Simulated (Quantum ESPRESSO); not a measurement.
## Li3PdAl2InOs (input and log of a self-consistent run)

Computed values, not a measurement. The program is pw.x of Quantum ESPRESSO 7.5 (plane-wave density functional theory). The cell is made up: eight metal atoms on a hexagonal close-packed lattice, with elements, volume, strain and displacements drawn at random and not relaxed, so it may be unstable or far from any real phase. PseudoDojo standard norm-conserving files set the functional (PBE unless stated); there is no spin polarisation or spin-orbit coupling, the Fermi-Dirac width of 0.25 eV means electrons at about 2900 K, and the masses in the input are unused placeholders. Heavy elements are run without spin-orbit coupling, which real alloys of them have. A spin test at this wide smearing found no moment, but such smearing suppresses magnetism that the real alloy may have.

Input:

```
&control calculation='scf', pseudo_dir='./dojo.nc.sr.pbe.v0_5.standard.upf', outdir='./o', disk_io='minimal', tprnfor=.true., tstress=.true. /
&system ibrav=0, nat=8, ntyp=5, nbnd=41, ecutwfc=82.02448710, nosym=.true., tot_charge=0,
 occupations='smearing', smearing='fd', degauss=0.0183746611
/
&electrons conv_thr=1.470e-08, electron_maxstep=70, mixing_beta=0.5 /
ATOMIC_SPECIES
Al 1.0 Al.upf
In 1.0 In.upf
Li 1.0 Li.upf
Os 1.0 Os.upf
Pd 1.0 Pd.upf
CELL_PARAMETERS angstrom
-2.9114 -0.0411 0.0161
0.0967 5.2452 -4.6534
-0.0458 -5.1662 -4.567
ATOMIC_POSITIONS angstrom
Li -0.0328 0.0435 -0.1319
Pd 0.0583 1.7962 -2.2914
Al 0.0679 -0.0016 -4.5999
In 0.0953 1.783 -6.9505
Al -1.5375 -0.8837 -2.3018
Li -1.4844 -2.6074 -4.5415
Li -1.5174 -0.7413 -6.8536
Os -1.3128 2.5918 -4.5503
K_POINTS automatic
9 4 4 1 1 1
```

The log is shortened where brackets say so; the opening notice, blank lines, dates and the lines on written files are dropped, and the path of the files is cut. It prints rydbergs, bohrs and kilobars, and counts compression as positive stress. Its total energy is the free energy E - TS of the whole cell.

```
     Program PWSCF v.7.5
     Parallel version (MPI & OpenMP), running on       4 processor cores
     Number of MPI processes:                 4
     Threads/MPI process:                     1
     [start-up lines left out]
     bravais-lattice index     =            0
     lattice parameter (alat)  =       5.5024  a.u.
     unit-cell volume          =     942.7572 (a.u.)^3
     number of atoms/cell      =            8
     number of atomic types    =            5
     number of electrons       =        62.00
     number of Kohn-Sham states=           41
     kinetic-energy cutoff     =      82.0245  Ry
     charge density cutoff     =     328.0979  Ry
     scf convergence threshold =      1.5E-08
     mixing beta               =       0.5000
     number of iterations used =            8  plain     mixing
     Exchange-correlation= PBE
                           (   1   4   3   4   0   0   0)
     [axes and pseudopotential details left out]
   Cartesian axes
     site n.     atom                  positions (alat units)
         1        Li     tau(   1) = (  -0.0112648   0.0149395  -0.0452995  )
         2        Pd     tau(   2) = (   0.0200224   0.6168831  -0.7869536  )
         3        Al     tau(   3) = (   0.0233194  -0.0005495  -1.5797800  )
         4        In     tau(   4) = (   0.0327296   0.6123498  -2.3870651  )
         5        Al     tau(   5) = (  -0.5280358  -0.3034961  -0.7905253  )
         6        Li     tau(   6) = (  -0.5097992  -0.8954800  -1.5597232  )
         7        Li     tau(   7) = (  -0.5211327  -0.2545905  -2.3537860  )
         8        Os     tau(   8) = (  -0.4508653   0.8901223  -1.5627455  )
     number of k points=    72  Fermi-Dirac smearing, width (Ry)=  0.0184
                       cart. coord. in units 2pi/alat
        k(    1) = (  -0.0560018   0.0001088  -0.0792564), wk =   0.0277778
        k(    2) = (  -0.0554452  -0.0704760  -0.1588062), wk =   0.0277778
     [further k points left out]
     Dense  grid:    94573 G-vectors     FFT dimensions: (  32,  80,  75)
     Estimated max dynamical RAM per process >     275.17 MB
     Estimated total dynamical RAM >       1.01 GB
     Initial potential from superposition of free atoms
     starting charge      61.9771, renormalised to      62.0000
     Starting wfcs are   42 randomized atomic wfcs
     total cpu time spent up to now is        4.7 secs
     per-process dynamical memory:   218.9 Mb
     Self-consistent Calculation
     iteration #  1     ecut=    82.02 Ry     beta= 0.50
     Davidson diagonalization with overlap
     ethr =  1.00E-02,  avg # of iterations =  5.7
     total cpu time spent up to now is       17.6 secs
     total energy              =    -651.22071185 Ry
     estimated scf accuracy    <      11.40146109 Ry
     iteration #  2     ecut=    82.02 Ry     beta= 0.50
     Davidson diagonalization with overlap
     ethr =  1.00E-02,  avg # of iterations =  3.0
     total cpu time spent up to now is       30.2 secs
     total energy              =    -653.99362138 Ry
     estimated scf accuracy    <      60.90066066 Ry
     iteration #  3     ecut=    82.02 Ry     beta= 0.50
     Davidson diagonalization with overlap
     ethr =  1.00E-02,  avg # of iterations =  4.3
     total cpu time spent up to now is       42.4 secs
     total energy              =    -658.51499865 Ry
     estimated scf accuracy    <       9.80118081 Ry
     iteration #  4     ecut=    82.02 Ry     beta= 0.50
     Davidson diagonalization with overlap
     ethr =  1.00E-02,  avg # of iterations =  1.7
     total cpu time spent up to now is       51.3 secs
     total energy              =    -658.92229365 Ry
     estimated scf accuracy    <       3.90742040 Ry
     iteration #  5     ecut=    82.02 Ry     beta= 0.50
     Davidson diagonalization with overlap
     ethr =  6.30E-03,  avg # of iterations =  1.0
     total cpu time spent up to now is       60.0 secs
     total energy              =    -658.77896013 Ry
     estimated scf accuracy    <       1.48289108 Ry
     [iterations 6 to 11 left out]
     iteration # 12     ecut=    82.02 Ry     beta= 0.50
     Davidson diagonalization with overlap
     ethr =  6.24E-09,  avg # of iterations =  4.4
     total cpu time spent up to now is      130.1 secs
     total energy              =    -658.77559725 Ry
     estimated scf accuracy    <       0.00000298 Ry
     iteration # 13     ecut=    82.02 Ry     beta= 0.50
     Davidson diagonalization with overlap
     ethr =  4.81E-09,  avg # of iterations =  2.0
     total cpu time spent up to now is      139.4 secs
     total energy              =    -658.77559760 Ry
     estimated scf accuracy    <       0.00000039 Ry
     iteration # 14     ecut=    82.02 Ry     beta= 0.50
     Davidson diagonalization with overlap
     ethr =  6.31E-10,  avg # of iterations =  2.0
     total cpu time spent up to now is      149.0 secs
     total energy              =    -658.77559765 Ry
     estimated scf accuracy    <       0.00000046 Ry
     iteration # 15     ecut=    82.02 Ry     beta= 0.50
     Davidson diagonalization with overlap
     ethr =  6.31E-10,  avg # of iterations =  1.0
     total cpu time spent up to now is      157.3 secs
     total energy              =    -658.77559767 Ry
     estimated scf accuracy    <       0.00000007 Ry
     iteration # 16     ecut=    82.02 Ry     beta= 0.50
     Davidson diagonalization with overlap
     ethr =  1.15E-10,  avg # of iterations =  1.2
     total cpu time spent up to now is      165.8 secs
     End of self-consistent calculation
     [lines on levels left out]
!    total energy              =    -658.77559768 Ry
     estimated scf accuracy    <          3.8E-09 Ry
     smearing contrib. (-TS)   =      -0.06347887 Ry
     internal energy E=F+TS    =    -658.71211881 Ry
     The total energy is F=E-TS. E is the sum of the following terms:
     one-electron contribution =    -407.84339680 Ry
     hartree contribution      =     223.68234580 Ry
     xc contribution           =    -137.83867785 Ry
     ewald contribution        =    -336.71238996 Ry
     convergence has been achieved in  16 iterations
     Forces acting on atoms (cartesian axes, Ry/au):
     atom    1 type  3   force =    -0.00192087   -0.01494969    0.00560620
     atom    2 type  5   force =     0.00749966   -0.02585978   -0.03029783
     atom    3 type  1   force =    -0.00882223    0.04339103    0.02299639
     atom    4 type  2   force =    -0.00309422    0.00204033    0.01508578
     atom    5 type  1   force =     0.00694653    0.02507122    0.02896695
     atom    6 type  3   force =     0.00114664    0.00642347   -0.02144675
     atom    7 type  3   force =     0.00717314   -0.03001733   -0.01257803
     atom    8 type  4   force =    -0.00892864   -0.00609924   -0.00833272
     Total force =     0.089150     Total SCF correction =     0.000324
     Computing stress (Cartesian axis) and pressure
          total   stress  (Ry/bohr**3)                   (kbar)     P=      -65.36
  -0.00043738  -0.00003935   0.00002026          -64.34       -5.79        2.98
  -0.00003935  -0.00060439   0.00008772           -5.79      -88.91       12.90
   0.00002026   0.00008772  -0.00029107            2.98       12.90      -42.82
     init_run     :      4.43s CPU      4.60s WALL (       1 calls)
     electrons    :    160.08s CPU    161.06s WALL (       1 calls)
     forces       :      1.43s CPU      1.44s WALL (       1 calls)
     stress       :      5.14s CPU      5.14s WALL (       1 calls)
     [timing details left out]
     PWSCF        :   2m51.20s CPU   2m52.42s WALL
     JOB DONE.
```

In other units: free energy -8963.099 eV for the cell, pressure -6.54 GPa, largest force component 1.116 eV/Å in size. The run took 174 s of wall time with four MPI processes on a shared machine (Intel Xeon, 2023 or later, virtual cores), so the time is rough. A rerun of this cell at a higher cutoff and on a denser mesh moved values by no more than 0.004 eV in energy, 0.07 GPa in stress and 0.006 eV/Å in force, and a second program with other atomic files agreed on that cell to 2 % rms in force and 0.5 GPa in pressure.